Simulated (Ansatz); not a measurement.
**Calculated with Ansatz: LiZn, relaxation**

The input file (Ansatz 0.2.0, plane waves):

```yaml
crystal:
  lattice:
    - [0.0, 3.098863, 3.098863]
    - [3.098863, 0.0, 3.098863]
    - [3.098863, 3.098863, 0.0]
  atoms:
    - { symbol: Zn, position: [0.5, 0.5, 0.5] }
    - { symbol: Zn, position: [0.75, 0.75, 0.75] }
    - { symbol: Li, position: [0.0, 0.0, 0.0] }
    - { symbol: Li, position: [0.25, 0.25, 0.25] }
  symmetry: { tolerance: 0.0003 }
kpoints:
  mp_grid: { grid: [9, 9, 9], shift: [0, 0, 0] }
magnetization:
  spin_polarized: false
scf:
  occupations: { method: fermi_dirac }
  lower_state_search: "off"
hamiltonian:
  pseudopotentials: { kind: paw }
  xc: r2scan
basis:
  ecutwfc: 500
  fft_grid_basis: typed
relax:
  max_steps: 80
  cell: { p_target: 0.0 }
output:
  forces: true
  stress: true
  eigenvalues: true
  bader: true
  populations: true
  elf: true
  write_potential: true
  volumetric_format: npy
  dos:
    e_range: [-12, 8]
    de: 0.05
    projected: { site_lists: { Li: [Li], Zn: [Zn] } }
  write_density: true
checkpoint:
  read: saved_state
```

Run with:

```bash
ansatz run input.yaml --threads 2 --pin off --max-ram 3584MiB --backend cpu --events-out ev --progress --plain --runs-dir out
```

Origin of the cell: a database entry, scaled a little.

The smearing width isn't typed, so it takes its default of 0.1 eV.

The saved state is a converged single point of the same cell.

Steps («new basis» is an SCF on plane waves selected anew at the same cell):

```tsv
step	ΔF (meV/atom)	max force component (eV/Å)	P (GPa)	volume (Å³)	SCF iterations	step was
1	0.0	0.000	-2.11	59.52	6	accepted
2	-4.8	0.000	-0.46	57.20	7	accepted
3	-5.1	0.000	0.04	56.59	6	accepted
4	-5.0	0.000	0.03	56.59	7	new basis
```

Step 1, with forces in eV/Å:

```xyz
4
Lattice="0.000 3.099 3.099 3.099 0.000 3.099 3.099 3.099 0.000" Properties=species:S:1:pos:R:3:forces:R:3 pbc="T T T" step=1
Zn    3.099    3.099    3.099    0.000    0.000    0.000
Zn    4.648    4.648    4.648    0.000    0.000    0.000
Li    0.000    0.000    0.000    0.000    0.000    0.000
Li    1.549    1.549    1.549    0.000    0.000    0.000
```

Step 2, with forces in eV/Å:

```xyz
4
Lattice="0.000 3.058 3.058 3.058 0.000 3.058 3.058 3.058 0.000" Properties=species:S:1:pos:R:3:forces:R:3 pbc="T T T" step=2
Zn    3.058    3.058    3.058    0.000    0.000    0.000
Zn    4.587    4.587    4.587    0.000    0.000    0.000
Li    0.000    0.000    0.000    0.000    0.000    0.000
Li    1.529    1.529    1.529    0.000    0.000    0.000
```

Step 4, with forces in eV/Å:

```xyz
4
Lattice="0.000 3.047 3.047 3.047 0.000 3.047 3.047 3.047 0.000" Properties=species:S:1:pos:R:3:forces:R:3 pbc="T T T" step=4
Zn    3.047    3.047    3.047    0.000    0.000    0.000
Zn    4.571    4.571    4.571    0.000    0.000    0.000
Li    0.000    0.000    0.000    0.000    0.000    0.000
Li    1.524    1.524    1.524    0.000    0.000    0.000
```

| Property | Result |
| --- | --- |
| Free energy lowered by | 5.0 meV/atom |
| Volume change | -4.92 % |
| Final pressure | 0.03 GPa |
| Relaxation steps listed | 4 |
| Formation energy (elements under the same functional, gases as molecules, uncorrected) | -0.213 eV/atom |
| Gap on the mesh | none (metal) |

Caveats: the relaxation held the start's symmetry, so the end may be a saddle point.

The run took 33 s on 2 threads of Intel(R) Xeon(R) Platinum 8488C (Sapphire Rapids) (shared host), peak memory 0.59 GiB, from a saved density.
